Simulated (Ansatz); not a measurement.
GaP (zinc blende), relaxed and computed with several functionals in Ansatz (plane waves, PAW).

```json
[
 {"functional": "LDA", "a (Å)": "5.391", "gap (eV)": "1.38", "B₀ by P(V) fit (GPa)": "90.0"},
 {"functional": "HSE06", "a (Å)": "…", "gap (eV)": "…", "B₀ by P(V) fit (GPa)": "…"},
 {"functional": "r²SCAN", "a (Å)": "5.452", "gap (eV)": "1.85", "B₀ by P(V) fit (GPa)": "87.6"},
 {"functional": "PBE", "a (Å)": "5.507", "gap (eV)": "1.58", "B₀ by P(V) fit (GPa)": "76.6"}
]
```

Some entries are withheld; supply them.


- HSE06, a (Å): 5.465
- HSE06, gap (eV): 2.27
- HSE06, B₀ by P(V) fit (GPa): 87.7

All cells were relaxed under the symmetry of their starts (and spin orders); stability against distortions was not tested throughout. Scalar-relativistic: spin–orbit coupling is off unless named, which matters more the heavier the elements.

Potentials: the earlier of the program's two PAW sets. The files were generated under PBE; for other functionals the program regenerates the frozen cores, and for LDA and PBEsol the local potential too.

Ansatz (a quantum-chemistry and plane-wave program) is a plane-wave DFT program.
